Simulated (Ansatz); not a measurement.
Space group P-62m (No. 189). a = 6.635 Å, b = 6.635 Å, c = 3.679 Å, α = 90.00°, β = 90.00°, γ = 120.00°
```
atom site symmetry x y z
  Zr    3g m2m  0.5855  0.0000  0.5000
  Si    1b      -62m  0.0000  0.0000  0.5000
  Si    2c      -6..  0.3333  0.6667  0.0000
  Ru    3f m2m  0.2443  0.0000  0.0000
```

Equation of state of this ZrSiRu structure (not necessarily the ground state), with shape and atoms relaxed at each volume where symmetry leaves them free. It has no gap at any of these volumes. Level of theory: Ansatz 0.2.0, DFT PBEsol, scalar-relativistic, plane waves, PAW.

Plane waves to 420 eV, a k mesh through Γ of 6×6×10 on the computed 9-atom cell and Gaussian smearing (0.10 eV); no spin polarisation.

```csv
V (Å³/atom),E − E(largest V) (meV/atom),P (GPa)
14.650,7.84,14.53
15.118,-22.87,6.70
15.586,-32.46,0.01
16.053,-23.95,-5.71
16.521,0.00,-10.59
```

Problem. Fit a third-order Birch–Murnaghan equation to E(V).

Solution. V0 = 15.59 Å³/atom, B0 = 206 GPa, B0' = 4.2.